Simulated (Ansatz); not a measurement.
A geometry of TiO2 away from equilibrium: the start of the relaxation of a generated cell, TiO2 placed in the AFLOW prototype A2B_tI12_141_e_a (C5, as in TiO2). The numbers are results of PBE (plane waves to 420 eV, PAW, scalar-relativistic; Ansatz, a quantum-chemistry and plane-wave program), not measurements. Γ-centred k-mesh 9×9×9 on the run's cell (coarser than for final values), Fermi–Dirac smearing 0.05 eV.

```xyz
6
Lattice="-1.7824 1.7824 4.4803 1.7824 -1.7824 4.4803 1.7824 1.7824 -4.4803" Properties=species:S:1:pos:R:3:forces:R:3 pbc="T T T" free_energy=-7266.060 pressure_GPa=27.7
O      0.0000     0.0000     2.9844    0.0000    0.0000   -3.4559
O      1.7824     0.0000     3.7360    0.0000    0.0000    3.4559
O      0.0000     0.0000     5.9762    0.0000    0.0000    3.4559
O      1.7824     0.0000     0.7443    0.0000    0.0000   -3.4559
Ti     0.0000     1.7824     2.2402    0.0000    0.0000    0.0000
Ti     0.0000     0.0000     0.0000    0.0000    0.0000    0.0000
```

Positions in Å, forces in eV/Å, free energy of the cell in eV (comparable only within this code, potentials and settings). Largest force: 3.46 eV/Å, on O1, O2, O3, O4 (atoms numbered as listed); the geometry lies 1.91 eV/atom above the end of its relaxation.

No spin polarisation in the result.

The run could not lose the symmetry of its start.
